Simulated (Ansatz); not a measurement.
Relaxed-ion elastic tensor of GaPt3 (Cu3Au type, space group No. 221) in GPa (Voigt order), PBEsol in the plane-wave PAW code Ansatz; density 18.48 g/cm³, 14.72 Å³ per atom.

```
347  199  199  0.0  0.0  0.0
199  347  199  0.0  0.0  0.0
199  199  347  0.0  0.0  0.0
0.0  0.0  0.0  112  0.0  0.0
0.0  0.0  0.0  0.0  112  0.0
0.0  0.0  0.0  0.0  0.0  112
```

### Question
Is the crystal mechanically stable?

### Answer
Yes: the smallest eigenvalue of C is 112 GPa.

### Question
Work out the Voigt, Reuss and Hill averages.

### Answer
K_V = 248, K_R = 248, K_H = 248; G_V = 97.0, G_R = 93.0, G_H = 95.0 GPa.

### Question
Give Young's modulus, Poisson's ratio, Pugh's ratio and the universal anisotropy index.

### Answer
E = 9KG/(3K + G) = 253 GPa; ν = 0.33; K/G = 2.61 (ductile by the Pugh limit of 1.75); A_U = 5G_V/G_R + K_V/K_R − 6 = 0.21.

### Question
Estimate the sound speeds and the Debye temperature.

### Answer
v_l = √((K + 4G/3)/ρ) = 4500 m/s, v_t = √(G/ρ) = 2270 m/s, mean 2540 m/s; Θ = (h/k)(3n/4πV)^(1/3) v_m = 309 K.

### Question
Give the Zener ratio and Young's modulus along [100], [110] and [111].

### Answer
A = 2C44/(C11 − C12) = 1.52; 1/E = S11 − 2(S11 − S12 − S44/2)Γ with Γ = 0, 1/4, 1/3 gives 202, 263, 293 GPa.

### Question
Solve the Christoffel equation for the three sound speeds along [100], [110], [111].

### Answer
Eigenvalues of C_ijkl n_j n_l equal ρv². In km/s, slowest first: [100] 2.47, 2.47, 4.33; [110] 2.00, 2.47, 4.57; [111] 2.17, 2.17, 4.64.

Space group Pm-3m (Cu3Au type). The first step of the workflow began from a Materials Project structure, measured or hypothetical; the Crystallography Open Database copy checked does not list it. COD files the formula under space group No. 127. Whether it is the stable phase at ambient conditions was not checked. Symmetry was held in the PBEsol relaxation; whether a distortion lowers the energy is not shown. The run is not spin-polarised. As this level gives no gap, shear constants depend on the k-mesh and smearing (Fermi–Dirac, 0.1 eV here). Scalar-relativistic: spin–orbit coupling is off unless named, which matters more the heavier the elements.

Potentials: the later of the program's two PAW sets.
